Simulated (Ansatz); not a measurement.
MoS₂:
```
MoS2
1.0
    3.17714     0.00000     0.00000
   -1.58857     2.75148     0.00000
    0.00000     0.00000    12.58084
Mo S
2 4
Cartesian
  0.00000   0.00000   3.14521
  0.00000   0.00000   9.43563
  0.00000   1.83432   4.69704
  1.58857   0.91716   7.88379
  1.58857   0.91716  10.98746
  0.00000   1.83432   1.59338
```

r²SCAN+D4 (plane waves, PAW; program Ansatz) gives a gap of 1.05 eV without spin–orbit coupling, maximum at Γ, minimum at K.

Question: What happens when spin–orbit coupling is switched on?

Answer: The gap shrinks by 0.01 eV, to 1.04 eV; maximum at Γ, minimum at K.

Question: Give the electron effective mass with spin–orbit coupling.

Answer: 0.47, 0.47, 22 mₑ (principal values).

Question: Give the hole effective mass with spin–orbit coupling.

Answer: 0.78 mₑ (isotropic).

Space group P6_3/mmc. The first step of the workflow began from a Materials Project structure, measured or hypothetical. Its sites differ from those of the usual phase in this space group: another stacking or structure type. The r²SCAN+D4 relaxation kept the symmetry of its start; phonons on a q-mesh show no instability. No spin polarisation was allowed.

Potentials: the earlier of the program's two PAW sets.
